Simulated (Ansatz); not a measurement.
## Guessed and relaxed cells of NaB2

A trial structure of NaB2 was built thus: ordered superstructure of bcc (Fmmm, No. 69) (sublattice all; occupants of the shared sites, in ratio, Na: 1, B: 2). Lengths were set from tabulated atomic sizes, so they are only a guess.

start.cif

```cif
data_structure
_symmetry_space_group_name_H-M 'Fmmm'
_symmetry_Int_Tables_number 69
_cell_length_a 3.2371
_cell_length_b 4.5779
_cell_length_c 13.7337
_cell_angle_alpha 90.000
_cell_angle_beta 90.000
_cell_angle_gamma 90.000
_cell_volume 203.52
loop_
_atom_site_label
_atom_site_type_symbol
_atom_site_symmetry_multiplicity
_atom_site_Wyckoff_symbol
_atom_site_fract_x
_atom_site_fract_y
_atom_site_fract_z
_atom_site_occupancy
Na1 Na 4 a 0.00000 0.00000 0.00000 1
B1 B 8 i 0.50000 0.00000 0.16667 1
```

Computed with DFT PBE, scalar-relativistic, plane waves, PAW in Ansatz. Cutoff 420 eV, Gaussian smearing, Γ-centred meshes. Cell and atoms relax first on a coarse mesh and then on a finer one. In between, the cell is made exact in the group found at 0.06 Å. In metals the finer mesh still leaves noise of several meV/atom or more. The steps can't lower the symmetry of their start. No spin polarisation.

end.cif

```cif
data_structure
_symmetry_space_group_name_H-M 'Fmmm'
_symmetry_Int_Tables_number 69
_cell_length_a 3.1562
_cell_length_b 5.8492
_cell_length_c 9.7884
_cell_angle_alpha 90.000
_cell_angle_beta 90.000
_cell_angle_gamma 90.000
_cell_volume 180.71
loop_
_atom_site_label
_atom_site_type_symbol
_atom_site_symmetry_multiplicity
_atom_site_Wyckoff_symbol
_atom_site_fract_x
_atom_site_fract_y
_atom_site_fract_z
_atom_site_occupancy
Na1 Na 4 a 0.00000 0.00000 0.00000 1
B1 B 8 i 0.00000 0.00000 0.74288 1
```

The symmetry stays Fmmm (No. 69). The volume per atom shrinks by 11.2 %, from 17.0 to 15.1 Å³. The shortest distance goes from 2.80 Å (Na–B, B–B and Na–Na) to 1.58 Å (B–B). The energy falls by about 1.8 eV/atom (the start's value is from the coarse mesh).

```
Volume per atom                             : 15.06 Å³
Density                                     : 1.64 g/cm³
Formation energy                            : +0.54 eV/atom
Gap on the 18×18×18 mesh of the 3-atom cell : 0 eV (a metal)
```

Energies over the elements count from the elements' standard structures at the same level, with no fitted energy shifts. It can't be a ground state, since the elements alone are lower.

The last run used Gaussian smearing of 0.10 eV. The cell is a metal run without spin; a magnetic state may lie lower. A structure relaxed within its symmetry needn't be a true minimum. In all, the 3 runs took 4.5 min on 1 thread of Intel(R) Xeon(R) Platinum 8259CL CPU @ 2.50GHz (Skylake/Cascade Lake), with other jobs on the host.
